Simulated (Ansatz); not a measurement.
# Sr$_{3}$Al$_{2}$Tl$_{2}$ in Ansatz, single run

The command:

```bash
ansatz run input.yaml --threads 1 --pin off --max-ram 2560MiB --backend cpu --events-out ev --progress --plain --runs-dir out
```

input.yaml:

```yaml
crystal:
  lattice:
    - [0.0, 0.0, 5.003173]
    - [4.51844, 0.0, 0.0]
    - [2.25922, 10.015961, -2.501587]
  atoms:
    - { symbol: Tl, position: [0.3584, 0.6416, 0.7168] }
    - { symbol: Tl, position: [0.6416, 0.3584, 0.2832] }
    - { symbol: Al, position: [0.4351, 0.0649, 0.8702] }
    - { symbol: Al, position: [0.5649, 0.9351, 0.1298] }
    - { symbol: Sr, position: [0.0, 0.5, 0.0] }
    - { symbol: Sr, position: [0.1832, 0.8168, 0.3664] }
    - { symbol: Sr, position: [0.8168, 0.1832, 0.6336] }
  symmetry: { tolerance: 0.0003 }
kpoints:
  mp_grid: { grid: [4, 4, 4], shift: [0, 0, 0] }
magnetization:
  spin_polarized: false
scf:
  occupations: { method: tetrahedron }
hamiltonian:
  pseudopotentials: { kind: paw }
  xc: pbe
basis:
  ecutwfc: 420
  ecutrho_ratio: 6
  xc_grid: 3
output:
  forces: true
  stress: true
  eigenvalues: true
  write_density: true
  write_potential: true
  elf: true
  volumetric_format: npy
```

Origin of the cell: a known structure type with other elements, at an estimated volume, so it need not be a known compound.

Output (shortened):

```
SCF iter   1: F=—  HF=-34597.792232 eV  Δρ=1.97e-3  dr2=4.10e-2
SCF iter   2: F=—  HF=-34597.787638 eV  Δρ=1.18e-3  dr2=1.32e-2  defer=31
SCF iter   3: F=—  HF=-34597.785831 eV  Δρ=3.32e-4  dr2=6.65e-4  defer=38
SCF iter   4: F=—  HF=-34597.785818 eV  Δρ=1.07e-4  dr2=6.45e-5  defer=38
SCF iter   5: F=—  HF=-34597.785920 eV  Δρ=4.22e-5  dr2=8.04e-6  defer=38
SCF iter   6: F=—  HF=-34597.785938 eV  Δρ=1.53e-5  dr2=6.54e-7  defer=38
SCF iter   7: F=-34597.785941 eV  HF=-34597.785941 eV  Δρ=3.64e-6  dr2=4.69e-8
SCF 1 converged in 7 iterations: F = -34597.785941 eV  dr2 = 4.69e-8
SCF converged after 7 iterations
Stability not checked: this state was not tested for a lower state beside it, because cold or Methfessel-Paxton smearing, or corrected tetrahedra, fill the levels in a way that the test cannot read (fill_not_monotonic; […]
Free energy (F): -34597.785941 eV
Harris-Foulkes:  -34597.785941 eV  (|F-HF|=5.73e-9)
Internal energy: -34597.783763 eV  (E = F + TS)
E sigma→0 (E₀):  -34597.785941 eV
Entropy (-TS):   -0.002178 eV (-0.311 meV/atom)
Fermi energy:    7.218546 eV
--- Per-component energies (eV) ---
  E_band       = -364.586118
  E_kinetic    = 1445.612866
  E_local      = -4436.645585  (includes V_loc(G=0)·N_el)
  E_nonlocal   = 1259.592348
  E_hartree    = 1435.352648
  E_xc         = -1056.822854
  E_vxc        = -823.749215  (∫ρ·V_xc dr)
  E_paw        = -29350.208783  (= ΣΔE_a)
  E_vpaw       = -680.104044  (= ΣTr[D̂ρ^β])
  E_aug_tail   = 0.000011  (compensation charges beyond the density's cutoff)
  E_ewald      = -3894.664413
  E_smearing   = -0.002178  (= −TS)
  Σ components = -34597.785941   (vs F -34597.785941, Δ=0.00e0)
--- Forces (eV/Å), atoms counted from 1 ---
  atom   1  Tl     0.000000    -0.202327     0.000000
  atom   2  Tl     0.000000     0.202327    -0.000000
  atom   3  Al     0.000000     0.607583    -0.000000
  atom   4  Al     0.000000    -0.607583     0.000000
  atom   5  Sr     0.000000     0.000000     0.000000
  atom   6  Sr     0.000000     0.071435    -0.000000
  atom   7  Sr     0.000000    -0.071435     0.000000
  max |Σ_I F_I| component: 0.00e0 eV/Å
--- Stress (GPa, compression-positive) ---
        1.479946       0.000000      -0.000000
        0.000000       1.230396      -0.000000
        0.000000      -0.000000       0.207519
  P = ⅓ Tr σ = 0.9726 GPa (9.726 kbar)
```

Caveats: forces and stress under tetrahedra may miss the slope of the energy; no spin-orbit coupling, though heavy elements are present; the k mesh is coarse if the cell is a metal.

The run took 7.2 s of wall time on 1 CPU thread(s) of a shared host, from the program's own first density.
